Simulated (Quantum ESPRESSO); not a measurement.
AlInBGaP4, input and log of a self-consistent run

Simulated, not a measurement. The program is pw.x of Quantum ESPRESSO 7.5 (plane-wave density functional theory). The cell is made up: 8 atoms on a zincblende/diamond lattice, with randomly drawn elements, strain and displacements, not relaxed. PseudoDojo standard norm-conserving files (v0.5 for PBE, v0.4.1 for LDA and PBEsol) set the functional; there is no spin polarisation, spin-orbit coupling or dispersion term, and the masses in the input are unused placeholders.

Input:

```
&control calculation='scf', pseudo_dir='./dojo.nc.sr.pbe.v0_5.standard.upf', outdir='./o', disk_io='medium', tprnfor=.true., tstress=.true. /
&system ibrav=0, nat=8, ntyp=5, nbnd=32, ecutwfc=79.96652505, nosym=.true., tot_charge=0,
 occupations='smearing', smearing='fd', degauss=0.0018374661
/
&electrons conv_thr=7.350e-09, electron_maxstep=60, /
ATOMIC_SPECIES
Al 1.0 Al.upf
B 1.0 B.upf
Ga 1.0 Ga.upf
In 1.0 In.upf
P 1.0 P.upf
CELL_PARAMETERS angstrom
5.5263 0.011 0.0469
0.011 5.6138 -0.0653
0.0469 -0.0653 5.6157
ATOMIC_POSITIONS angstrom
Al -0.1139 0.065 -0.0726
In -0.0279 2.7472 2.7613
B 2.7886 -0.0666 2.8307
Ga 2.7296 2.8149 0.1225
P 1.4282 1.3256 1.3728
P 1.3509 4.2676 4.1795
P 4.2451 1.4214 4.245
P 4.1614 4.2534 1.3107
K_POINTS automatic
4 4 4 1 1 1
```

The log is shortened where brackets say so; the opening notice, blank lines, dates and the lines on written files are dropped, and the path of the files is cut. It prints rydbergs, bohrs and kilobars, and counts compression as positive stress.

```
     Program PWSCF v.7.5
     Parallel version (MPI & OpenMP), running on       1 processor cores
     Number of MPI processes:                 1
     Threads/MPI process:                     1
     [start-up lines left out]
     bravais-lattice index     =            0
     lattice parameter (alat)  =      10.4436  a.u.
     unit-cell volume          =    1175.4401 (a.u.)^3
     number of atoms/cell      =            8
     number of atomic types    =            5
     number of electrons       =        52.00
     number of Kohn-Sham states=           32
     kinetic-energy cutoff     =      79.9665  Ry
     charge density cutoff     =     319.8661  Ry
     scf convergence threshold =      7.3E-09
     mixing beta               =       0.7000
     number of iterations used =            8  plain     mixing
     Exchange-correlation= PBE
                           (   1   4   3   4   0   0   0)
     [axes and pseudopotential details left out]
   Cartesian axes
     site n.     atom                  positions (alat units)
         1        Al     tau(   1) = (  -0.0206098   0.0117615  -0.0131367  )
         2        In     tau(   2) = (  -0.0050484   0.4970949   0.4996463  )
         3        B      tau(   3) = (   0.5045861  -0.0120510   0.5122039  )
         4        Ga     tau(   4) = (   0.4939103   0.5093450   0.0221659  )
         5        P      tau(   5) = (   0.2584271   0.2398620   0.2484027  )
         6        P      tau(   6) = (   0.2444400   0.7722052   0.7562639  )
         7        P      tau(   7) = (   0.7681340   0.2571967   0.7681159  )
         8        P      tau(   8) = (   0.7529888   0.7696358   0.2371660  )
     number of k points=    32  Fermi-Dirac smearing, width (Ry)=  0.0018
                       cart. coord. in units 2pi/alat
        k(    1) = (   0.1237100   0.1242496   0.1234263), wk =   0.0625000
        k(    2) = (   0.1216158   0.1271162   0.3695066), wk =   0.0625000
     [further k points left out]
     Dense  grid:   113537 G-vectors     FFT dimensions: (  60,  64,  64)
     Estimated max dynamical RAM per process >     149.05 MB
     Initial potential from superposition of free atoms
     starting charge      51.9902, renormalised to      52.0000
     Starting wfcs are   42 randomized atomic wfcs
     total cpu time spent up to now is       14.2 secs
     per-process dynamical memory:    88.9 Mb
     Self-consistent Calculation
     iteration #  1     ecut=    79.97 Ry     beta= 0.70
     Davidson diagonalization with overlap
     ethr =  1.00E-02,  avg # of iterations =  3.8
     Threshold (ethr) on eigenvalues was too large:
     Diagonalizing with lowered threshold
     Davidson diagonalization with overlap
     ethr =  4.93E-04,  avg # of iterations =  2.0
     total cpu time spent up to now is       72.6 secs
     total energy              =    -351.66792807 Ry
     estimated scf accuracy    <       0.27077144 Ry
     iteration #  2     ecut=    79.97 Ry     beta= 0.70
     Davidson diagonalization with overlap
     ethr =  5.21E-04,  avg # of iterations =  2.2
     total cpu time spent up to now is      100.0 secs
     total energy              =    -351.71531932 Ry
     estimated scf accuracy    <       0.08914390 Ry
     iteration #  3     ecut=    79.97 Ry     beta= 0.70
     Davidson diagonalization with overlap
     ethr =  1.71E-04,  avg # of iterations =  6.4
     total cpu time spent up to now is      137.4 secs
     total energy              =    -351.73164518 Ry
     estimated scf accuracy    <       0.02154063 Ry
     iteration #  4     ecut=    79.97 Ry     beta= 0.70
     Davidson diagonalization with overlap
     ethr =  4.14E-05,  avg # of iterations =  4.5
     total cpu time spent up to now is      175.1 secs
     total energy              =    -351.73679133 Ry
     estimated scf accuracy    <       0.00622304 Ry
     iteration #  5     ecut=    79.97 Ry     beta= 0.70
     Davidson diagonalization with overlap
     ethr =  1.20E-05,  avg # of iterations =  4.3
     total cpu time spent up to now is      199.8 secs
     total energy              =    -351.73792123 Ry
     estimated scf accuracy    <       0.00037441 Ry
     iteration #  6     ecut=    79.97 Ry     beta= 0.70
     Davidson diagonalization with overlap
     ethr =  7.20E-07,  avg # of iterations =  5.8
     total cpu time spent up to now is      230.4 secs
     total energy              =    -351.73802111 Ry
     estimated scf accuracy    <       0.00001282 Ry
     iteration #  7     ecut=    79.97 Ry     beta= 0.70
     Davidson diagonalization with overlap
     ethr =  2.47E-08,  avg # of iterations =  4.4
     total cpu time spent up to now is      258.1 secs
     total energy              =    -351.73802738 Ry
     estimated scf accuracy    <       0.00000229 Ry
     iteration #  8     ecut=    79.97 Ry     beta= 0.70
     Davidson diagonalization with overlap
     ethr =  4.41E-09,  avg # of iterations =  2.8
     total cpu time spent up to now is      283.6 secs
     total energy              =    -351.73802804 Ry
     estimated scf accuracy    <       0.00000035 Ry
     iteration #  9     ecut=    79.97 Ry     beta= 0.70
     Davidson diagonalization with overlap
     ethr =  6.76E-10,  avg # of iterations =  2.9
     total cpu time spent up to now is      312.6 secs
     total energy              =    -351.73802814 Ry
     estimated scf accuracy    <       0.00000002 Ry
     iteration # 10     ecut=    79.97 Ry     beta= 0.70
     Davidson diagonalization with overlap
     ethr =  3.24E-11,  avg # of iterations =  5.0
     total cpu time spent up to now is      345.2 secs
     total energy              =    -351.73802816 Ry
     estimated scf accuracy    <          9.2E-09 Ry
     iteration # 11     ecut=    79.97 Ry     beta= 0.70
     Davidson diagonalization with overlap
     ethr =  1.77E-11,  avg # of iterations =  2.0
     total cpu time spent up to now is      370.6 secs
     End of self-consistent calculation
     [lines on levels left out]
!    total energy              =    -351.73802816 Ry
     estimated scf accuracy    <          1.2E-09 Ry
     smearing contrib. (-TS)   =      -0.00000000 Ry
     internal energy E=F+TS    =    -351.73802816 Ry
     The total energy is F=E-TS. E is the sum of the following terms:
     one-electron contribution =    -158.21928018 Ry
     hartree contribution      =     110.20656622 Ry
     xc contribution           =    -102.55610330 Ry
     ewald contribution        =    -201.16921088 Ry
     convergence has been achieved in  11 iterations
     Forces acting on atoms (cartesian axes, Ry/au):
     atom    1 type  1   force =     0.03326628   -0.00136619    0.02000990
     atom    2 type  4   force =     0.03871118    0.04461214   -0.03301405
     atom    3 type  2   force =    -0.00563250    0.00171459   -0.00678375
     atom    4 type  3   force =    -0.00444786    0.01147271   -0.04489999
     atom    5 type  5   force =     0.03960281   -0.06257633    0.02388087
     atom    6 type  5   force =     0.08669821    0.02306558   -0.02091502
     atom    7 type  5   force =    -0.12592564   -0.07017050    0.01350091
     atom    8 type  5   force =    -0.06227248    0.05324800    0.04822114
     Total force =     0.229953     Total SCF correction =     0.000100
     Computing stress (Cartesian axis) and pressure
          total   stress  (Ry/bohr**3)                   (kbar)     P=      -33.59
  -0.00022813   0.00004850  -0.00010286          -33.56        7.13      -15.13
   0.00004850  -0.00019827  -0.00001738            7.13      -29.17       -2.56
  -0.00010286  -0.00001738  -0.00025854          -15.13       -2.56      -38.03
     init_run     :     13.15s CPU     13.93s WALL (       1 calls)
     electrons    :    334.82s CPU    357.01s WALL (       1 calls)
     forces       :      4.72s CPU      4.81s WALL (       1 calls)
     stress       :     16.62s CPU     16.71s WALL (       1 calls)
     [timing details left out]
     PWSCF        :   6m 9.67s CPU   6m33.06s WALL
     JOB DONE.
```

In other units: free energy -4785.640 eV for the cell, pressure -3.36 GPa, largest force component 3.238 eV/Å. A rerun of this cell at 1377 eV and a 6 x 6 x 6 mesh moved values by no more than 0.008 eV in energy, 0.02 GPa in stress and 0.003 eV/Å in force.